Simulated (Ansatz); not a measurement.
BeTe (zinc blende)

```
CELL_PARAMETERS angstrom
      0.00000     2.82851     2.82851
      2.82851     0.00000     2.82851
      2.82851     2.82851     0.00000
ATOMIC_POSITIONS crystal
  Te 0.25000 0.25000 0.25000
  Be 0.00000 0.00000 0.00000
```

The relaxed cell is deformed in two ways at once: its volume V is scaled, and at that volume it is stretched along z (the c axis of the conventional cell) so that c/a changes. Fractional atomic positions are held.

Computed with r2SCAN (plane waves to 500 eV, PAW, scalar-relativistic; Ansatz, a quantum-chemistry and plane-wave program). k mesh 10×10×10 (Γ-centred), Fermi-Dirac smearing 0.05 eV. Compression counts positive. BeTe was relaxed with its symmetry unable to fall. Spin-orbit coupling is left out, though Te is heavy.

At one point of the scan the stress tensor (GPa) is:

```
   0.20     0.00     0.00
   0.00     0.20     0.00
   0.00     0.00    -3.79
```

Q: Which point is it?
(A) V/V₀ = 0.980, (c/a)/(c/a)₀ = 1.060
(B) V/V₀ = 0.960, (c/a)/(c/a)₀ = 1.120
(C) V/V₀ = 1.000, (c/a)/(c/a)₀ = 1.060
(D) V/V₀ = 1.020, (c/a)/(c/a)₀ = 1.060

A: D, V/V₀ = 1.020, (c/a)/(c/a)₀ = 1.060

(A scan under strain: stresses follow from slopes of the energy per volume, elastic moduli from its curvatures.)
